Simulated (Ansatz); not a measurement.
Relaxed Au (fcc, Cu type):

```yaml
crystal:
  lattice:
    - [4.15726, 0.00000, 0.00000]
    - [0.00000, 4.15726, 0.00000]
    - [0.00000, 0.00000, 4.15726]
  atoms:
    - { symbol: Au, position: [0.00000, 0.00000, 0.00000] }
    - { symbol: Au, position: [0.50000, 0.50000, 0.00000] }
    - { symbol: Au, position: [0.50000, 0.00000, 0.50000] }
    - { symbol: Au, position: [0.00000, 0.50000, 0.50000] }
```

All values below come from PBE (plane waves to 420 eV, PAW, scalar-relativistic; Ansatz, a first-principles code). k mesh 9×9×9 (Γ-centred), Fermi-Dirac smearing 0.05 eV. With partly filled bands, energies and forces of such displacements shift with the k mesh and the smearing. Au was relaxed with its symmetry unable to fall. Spin-orbit coupling is left out, though Au is heavy. The PAW data are Ansatz's earlier set.

One atom of the cell was then moved (with its periodic images), all else fixed, and the forces (eV/Å) came out as:

```json
[
 {"atom": "Au1", "Fx": "0.654", "Fy": "-0.250", "Fz": "0.000"},
 {"atom": "Au2", "Fx": "-0.250", "Fy": "0.654", "Fz": "0.000"},
 {"atom": "Au3", "Fx": "-1.321", "Fy": "-1.321", "Fz": "0.000"},
 {"atom": "Au4", "Fx": "0.917", "Fy": "0.917", "Fz": "0.000"}
]
```

Question: Which atom was moved, and by which vector (Å)?

Answer: Au3, by (0.21, 0.21, 0.00), 0.29 Å in all.

(A displaced cell: forces are minus the slopes of the energy, force constants its curvatures, and phonons follow from these.)
